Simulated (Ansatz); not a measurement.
CsCl (CsCl type, space group No. 221), plane-wave PAW PBE (Ansatz code). The conduction-band minimum lies at Γ, with 1 equivalent valley. Second derivatives d²E/dk² of the lowest band at one valley (eV·Å²), along Cartesian directions:

| direction | d²E/dk² |
|---|---|
| [100] | 21.24 |
| [010] | 21.24 |
| [001] | 21.24 |
| [110] | 21.24 |
| [101] | 21.24 |
| [011] | 21.24 |

Find the principal effective masses, the density-of-states mass and the conductivity mass.

Off-diagonal terms follow from H_xy = H[110] − (H_xx + H_yy)/2, and m*/mₑ = 7.620 eV·Å² over each eigenvalue: 0.36, 0.36, 0.36. One valley's DOS mass (m₁m₂m₃)^(1/3) = 0.36, conductivity mass 3/(Σ 1/mᵢ) = 0.36 mₑ.

What effective density of states Nc follows at 300 K for parabolic valleys?

Nc = 2.509e19 × 1 × (0.36)^(3/2) ≈ 5.4e18 cm⁻³.

Space group Pm-3m (CsCl type). The cell was relaxed with PBE under the symmetry of its start. Spin–orbit coupling is left out wherever it is not named.

Potentials: the earlier of the program's two PAW sets.

Edges and masses are those of Kohn–Sham bands, whose gap is no quasiparticle gap.
